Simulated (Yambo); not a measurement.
Yambo run on SrBrOH (space group C2/m, No. 12). The wavefunctions are LDA (Quantum ESPRESSO, PseudoDojo norm-conserving, 84 Ry, scalar-relativistic) ones on a 4×4×2 mesh (24 occupied bands); a = 5.951 Å, b = 5.951 Å, c = 7.437 Å, α = 105.60°, β = 105.60°, γ = 42.76°.

Yambo input:

```
rim_cut
gw0
dyson
el_el_corr
HF_and_locXC
cohsex
em1s
RandQpts= 1000000
RandGvec= 1 Ry
EXXRLvcs= 84 Ry
VXCRLvcs= 336 Ry
Chimod= "HARTREE"
% BndsRnXs
 1 | 179 |
%
NGsBlkXs= 6 Ry
% LongDrXs
 1.0 | 1.0 | 1.0 |
%
ExtendOut
% QPkrange
 1 | 1 | 24 | 25 |
%
```

k points by index: 1 = Γ.

Resulting energies as the program prints them:

```
#    K-point    Band    Eo [eV]    E [eV]    E-Eo [eV]    Vxc [eV]    Vnlxc [eV]    Sc|Eo [eV]    Re(Z)    Im(Z)
#
    1    24    0.000000    -3.209288    -3.209288    -14.99284    -19.43051    1.228383    1.000000    0.000000
    1    25    3.951649    4.156599    0.204950    -8.409435    -4.150992    -4.053493    1.000000    0.000000
```
(The two width columns are left out.) Convergence of these settings isn't established.

Spin-orbit coupling is not included.

Geometry of the Materials Project entry, not relaxed at this level.

The structure is a Materials Project entry; no match was found in the copy of COD used, and its stability was not checked.
